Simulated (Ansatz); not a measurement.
**Thermal properties of ZrTi3Si8 from its phonons**

Level of theory: DFT PBE, scalar-relativistic, plane waves, PAW in Ansatz. Plane waves to 420 eV; Γ-centred k mesh 6×6×8; Fermi-Dirac smearing of 0.15 eV. No spin polarisation. Phonons by linear response, acoustic sum rule imposed.

Relaxed structure:
```cif
data_structure
_symmetry_space_group_name_H-M 'C222'
_symmetry_Int_Tables_number 21
_cell_length_a 8.3927
_cell_length_b 8.6875
_cell_length_c 4.8853
_cell_angle_alpha 90.000
_cell_angle_beta 90.000
_cell_angle_gamma 90.000
_cell_volume 356.19
loop_
_atom_site_label
_atom_site_type_symbol
_atom_site_symmetry_multiplicity
_atom_site_Wyckoff_symbol
_atom_site_fract_x
_atom_site_fract_y
_atom_site_fract_z
_atom_site_occupancy
Zr1 Zr 2 d 0.00000 0.00000 0.50000 1
Ti1 Ti 4 k 0.25000 0.25000 0.74803 1
Ti2 Ti 2 b 0.50000 0.00000 0.00000 1
Si1 Si 8 l 0.58980 0.75554 0.24293 1
Si2 Si 4 f 0.65651 0.00000 0.50000 1
Si3 Si 4 e 0.16878 0.00000 0.00000 1
```

The structure comes from a generated guess, relaxed at this level; another structure or a mixture of phases may lie lower. In a metal, frequencies and elastic constants depend on the k mesh and the smearing, soft modes and shear constants most. Some empty bands missed the eigensolver's threshold. The q mesh is coarse, so values between its points are rough.

Force constants from linear response on a 1×1×2 q mesh, interpolated to a fine mesh.

Phonon density of states, in bins of 10 cm⁻¹:
```csv
bin centre (cm⁻¹),share of modes (%)
5,0.0
15,0.0
25,0.0
35,0.0
45,0.1
55,0.1
65,0.2
75,0.3
85,0.4
95,0.5
105,0.7
115,0.9
125,1.0
135,1.5
145,2.0
155,2.2
165,2.7
175,4.4
185,4.3
195,5.1
205,5.5
215,4.9
225,4.3
235,3.3
245,5.1
255,5.0
265,5.1
275,5.9
285,4.4
295,4.0
305,2.4
315,1.6
325,2.4
335,1.8
345,2.1
355,3.6
365,3.8
375,3.1
385,2.3
395,0.3
405,2.3
415,0.4
```

**Question.** What is the zero-point energy per atom?

**Answer.** 47.2 meV.

**Question.** How large are the vibrational entropy and heat capacity at 300 K?

**Answer.** S = 2.76 k_B and C_V = 2.63 k_B per atom, 88 % of the Dulong–Petit value.

**Question.** Tabulate them against temperature.

**Answer.**
| T (K) | F_vib (meV/atom) | S (k_B/atom) | C_V (k_B/atom) |
| --- | --- | --- | --- |
| 100 | 46.0 | 0.53 | 1.18 |
| 200 | 36.0 | 1.75 | 2.27 |
| 300 | 16.4 | 2.76 | 2.63 |
| 400 | -10.8 | 3.54 | 2.79 |
| 500 | -44.1 | 4.17 | 2.86 |
| 600 | -82.3 | 4.69 | 2.90 |
| 700 | -124.7 | 5.14 | 2.93 |
| 800 | -170.8 | 5.53 | 2.94 |
| 900 | -220.0 | 5.88 | 2.96 |
| 1000 | -272.0 | 6.19 | 2.96 |
